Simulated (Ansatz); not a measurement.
Ti3IrC2:
```
CELL_PARAMETERS angstrom
      3.01108     0.00000     0.00000
     -1.50554     2.60767     0.00000
      0.00000     0.00000    18.14986
ATOMIC_POSITIONS crystal
  Ti 0.66667 0.33333 0.36523
  Ti 0.33333 0.66667 0.63477
  Ti 0.33333 0.66667 0.86523
  Ti 0.66667 0.33333 0.13477
  Ti 0.00000 0.00000 0.50000
  Ti 0.00000 0.00000 0.00000
  Ir 0.00000 0.00000 0.75000
  Ir 0.00000 0.00000 0.25000
  C  0.33333 0.66667 0.42856
  C  0.66667 0.33333 0.57144
  C  0.66667 0.33333 0.92856
  C  0.33333 0.66667 0.07144
```

Relaxed with r²SCAN. Special points in fractions of this cell's reciprocal vectors: Γ (0.000, 0.000, 0.000); M (0.500, 0.000, 0.000); K (0.333, 0.333, 0.000); A (0.000, 0.000, 0.500); L (0.500, 0.000, 0.500); H (0.333, 0.333, 0.500).

Question: List the band energies nearest the Fermi level at these points for DFT-r²SCAN with spin–orbit coupling in the program Ansatz with PAW potentials.

Answer: In eV from the Fermi level; about four levels below and three above (degenerate sets whole), none deeper than 8.9 eV; points with the same levels are listed once.

| k | below | above |
|---|---|---|
| Γ | -0.33 -0.33 -0.32 -0.32 | 0.44 0.44 0.61 0.61 |
| M | -0.46 -0.46 -0.42 -0.42 | 0.25 0.25 0.27 0.27 |
| K | -0.48 -0.48 -0.42 -0.42 | 0.69 0.69 0.94 0.94 |
| A | -0.68 -0.68 -0.68 -0.68 | 0.11 0.11 0.11 0.11 |
| L | -0.45 -0.45 -0.45 -0.45 | 0.26 0.26 0.26 0.26 |
| H | -0.45 -0.45 -0.45 -0.45 | 0.69 0.69 0.94 0.94 |

Space group P6_3/mmc. The start of the workflow was typed in or built on a structure type; neither database checked (COD, Materials Project) lists it. Its standing as an ambient phase is unchecked. Symmetry was held in the r²SCAN relaxation; its stability against distortions is not shown here. The run is not spin-polarised.

Potentials: the earlier of the program's two PAW sets.
